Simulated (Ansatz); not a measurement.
## TaRu: phonon runs at many settings, some unsound

Method: DFT LDA, scalar-relativistic, plane waves, PAW in Ansatz. Plane waves to 420 eV; Γ-centred k mesh 14×14×14; Fermi-Dirac smearing of 0.15 eV. No spin polarisation. Phonons by linear response, acoustic sum rule imposed.

The cell, relaxed at this level:
```yaml
crystal:
  lattice:
    - [3.12051, 0.00000, 0.00000]
    - [0.00000, 3.12051, 0.00000]
    - [0.00000, 0.00000, 3.12051]
  atoms:
    - { symbol: Ta, position: [0.50000, 0.50000, 0.50000] }
    - { symbol: Ru, position: [0.00000, 0.00000, 0.00000] }
```

In a metal, frequencies and elastic constants depend on the k mesh and the smearing, soft modes and shear constants most. Spin–orbit coupling is left out, which can shift energies with elements as heavy as these.

At these settings the run gives the optical modes at Γ (cm⁻¹, by rank, those that always equal the one before left out, no LO field; i marks imaginary):
```tsv
setting	mode 1
reference run	146
```

One thing at a time is changed: cutoff 150 eV; finite displacements of 0.01 Å in the cell itself; k mesh shifted by half a step; SCF threshold 0.01 eV; finite displacements of 0.03 Å in the cell itself; collinear spin with fixed occupations; finite displacements of 0.3 Å in the cell itself; cutoff 600 eV; occupations gaussian, width 0.3 eV; cutoff 200 eV; k mesh 5×5×5. Some runs at doubtful settings were capped at 50 to 100 SCF iterations. What does each run give?

Results:

```
                                          setting mode 1
                                    cutoff 150 eV            165
finite displacements of 0.01 Å in the cell itself            146
                    k mesh shifted by half a step            145
                            SCF threshold 0.01 eV            146
finite displacements of 0.03 Å in the cell itself            146
            collinear spin with fixed occupations input refused
 finite displacements of 0.3 Å in the cell itself            146
                                    cutoff 600 eV            146
               occupations gaussian, width 0.3 eV            144
                                    cutoff 200 eV             14
                                     k mesh 5×5×5            160
```
The reference run stands for the crystal at ordinary settings. Unsound on purpose: cutoff 150 eV; SCF threshold 0.01 eV; collinear spin with fixed occupations; finite displacements of 0.3 Å in the cell itself. Below the recommended cutoff: cutoff 200 eV. No effect at these digits: finite displacements of 0.01 Å in the cell itself; SCF threshold 0.01 eV; finite displacements of 0.03 Å in the cell itself; finite displacements of 0.3 Å in the cell itself; cutoff 600 eV.

Cost: 12 runs of about 7.4 core-minutes in all, on Intel Xeon Processor @ 2.70GHz (shared hosts).